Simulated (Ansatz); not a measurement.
Si in space group P6_3/mmc (No. 194; Si on 4f) at seven volumes, PBEsol (plane waves, PAW; program Ansatz), shape and atoms relaxed at each. One row is withheld.

| V (Å³/atom) | P (GPa) |
|---|---|
| 18.230 | 10.79 |
| 18.831 | ? |
| 19.432 | 3.05 |
| 20.033 | 0.00 |
| 20.634 | -2.61 |
| 21.235 | -4.83 |
| 21.836 | -6.72 |

### Question
Fit the shown pressures and predict the withheld one.

### Answer
Third-order Birch–Murnaghan: P = (3/2)B₀(x^(7/2) − x^(5/2))[1 + (3/4)(B′ − 4)(x − 1)] with x = (V₀/V)^(2/3). Least squares on the six rows gives V₀ = 20.033 Å³/atom, B₀ = 93.66 GPa, B′ = 4.24. At V = 18.831, x = 1.0421 and P = 6.61 GPa. The run itself gave 6.62 GPa.

The workflow started from a Materials Project entry (that database holds measured and hypothetical structures alike); the Crystallography Open Database copy checked does not list it. It is not the phase usual at ambient conditions (space group No. 227). The PBEsol relaxation kept the symmetry of its start; whether a distortion lowers the energy is not shown.

Potentials: the earlier of the program's two PAW sets. The files were generated under PBE; for other functionals the program regenerates the frozen cores, and for LDA and PBEsol the local potential too.
